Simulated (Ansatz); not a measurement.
CoSi2 (fluorite type, space group Fm-3m)

```xyz
3
Lattice="0.0000 2.6802 2.6802 2.6802 0.0000 2.6802 2.6802 2.6802 0.0000" Properties=species:S:1:pos:R:3 pbc="T T T"
Co     0.0000     0.0000     0.0000
Si     1.3401     1.3401     1.3401
Si     4.0203     4.0203     4.0203
```

The volume is varied about the relaxed value V₀ at fixed cell shape. Symmetry pins the atoms to their sites.

Computed with PBE (plane waves to 420 eV, PAW, scalar-relativistic; Ansatz, a first-principles code). k mesh 15×15×15 (Γ-centred), Fermi-Dirac smearing 0.05 eV. Stress and pressure are positive under compression. CoSi2 is run without spin polarisation. CoSi2 was relaxed with its symmetry unable to fall. The PAW data are Ansatz's earlier set.

At one point of the scan the stress tensor (GPa) is:

```
  -18.0      0.0      0.0
    0.0    -18.0      0.0
    0.0      0.0    -18.0
```

Which point is it?
(A) V/V₀ = 1.160
(B) V/V₀ = 1.027
(C) V/V₀ = 1.053
(D) V/V₀ = 1.080

A, V/V₀ = 1.160

(Under strain, the slope of the energy per volume gives the stress and its curvature an elastic modulus.)
